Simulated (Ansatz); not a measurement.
Data sheet: Mg₂ZnO₃ (DFT)

Mg$_{2}$ZnO$_{3}$:
```xyz
6
Lattice="2.9912 0.0000 0.0000 -1.4956 2.5905 0.0000 0.0000 0.0000 7.3061" Properties=species:S:1:pos:R:3 pbc="T T T"
Mg     0.0000     1.7270     4.8653
Mg     1.4956     0.8635     2.4408
Zn     0.0000     0.0000     0.0000
O      0.0000     1.7270     1.2547
O      1.4956     0.8635     6.0514
O      0.0000     0.0000     3.6530
```

Space group P-3m1 (No. 164); conventional cell a = b = 2.9912 Å, c = 7.3061 Å, α = β = 90.00°, γ = 120.00°.

Method: the program Ansatz at the r²SCAN level (PAW). The cell and atoms are relaxed at this level. Other levels are named where they apply.

Cell and energy:

| Property | Result |
|---|---|
| Volume per atom | 9.44 Å³ |
| Density | 4.75 g/cm³ |
| Formation energy from the elements (no fitted shifts) | -2.47 eV/atom |

Electronic structure:

| Quantity | Value |
|---|---|
| Band gap | 3.90 eV (indirect) |
| Valence-band maximum | at A |
| Conduction-band minimum | at Γ |
| Smallest direct gap on the standard path | 3.98 eV |
| Electron effective mass | 0.34 mₑ (isotropic) |
| HSE06 gap on the r²SCAN cell | 4.97 eV |

Mechanics:

| Property | Value |
|---|---|
| Bulk modulus (Birch–Murnaghan fit) | 175 GPa |
| Pressure derivative B′ | 4.2 |
| Elastic constants (relaxed ions, GPa) | C11 = 337, C12 = 100, C13 = 86.6, C14 = 26.4, C33 = 352, C44 = 87.1 |
| Mechanical stability | stable (all eigenvalues of C positive) |
| Hill bulk and shear moduli | 175 and 104 GPa |
| Young's modulus | 261 GPa |
| Poisson's ratio | 0.25 |
| Debye temperature from the elastic constants | 732 K |

Dielectric response:

| Property | Value |
|---|---|
| Electronic dielectric constant ε∞ (DFPT) | 3.48 (xx = yy), 3.41 (zz) |
| Static dielectric constant ε0 (ions relaxed, cell fixed) | 14.2 (xx = yy), 12.3 (zz) |
| Born charges (a third of the trace) | Mg +2.07, Zn +2.19, O -2.12 to -2.07 e |

Phonons:

| Quantity | Value |
|---|---|
| Highest zone-centre frequency (without LO–TO term) | 635 cm^-1 |
| Zone-centre stability | no imaginary mode at Γ |

Charges:

| Property | Value |
|---|---|
| Bader charges | Mg +1.75, Zn +1.32, O -1.74 to -1.54 e |

The first step of the workflow began from a Materials Project structure, measured or hypothetical; the Crystallography Open Database copy checked does not list it. With Mg and Zn taken as one species the cell has the higher symmetry Fm-3m, so it may be an ordered model of a mixed-site phase. Its standing as an ambient phase is unchecked. The r²SCAN relaxation kept the symmetry of its start. The references are the lowest solids computed at this level, not always the standard phases (solids in place of the gases).

Potentials: the later of the program's two PAW sets.
